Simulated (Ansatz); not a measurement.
YAl3 (Cu3Au type, Pm-3m) under volume change, r²SCAN (plane waves, PAW; program Ansatz), scaled uniformly.

```tsv
V (Å³/atom)	E − E(relaxed) (meV/atom)	P (GPa)
17.375	46.6	9.42
17.948	19.6	5.79
18.521	4.6	2.67
19.094	0.0	0.00
19.667	4.2	-2.27
20.240	15.8	-4.19
20.812	33.8	-5.80
```

Question: What does a third-order Birch–Murnaghan fit give for V₀, B₀ and B′?

Answer: V₀ = 19.09 Å³/atom, B₀ = 81.4 GPa, B′ = 4.3.

The first step of the workflow began from a Materials Project structure, measured or hypothetical; the Crystallography Open Database copy checked does not list it. Whether it is the stable phase at ambient conditions was not checked. The r²SCAN relaxation kept the symmetry of its start; whether a distortion lowers the energy is not shown. The run is not spin-polarised.

Potentials: the later of the program's two PAW sets.
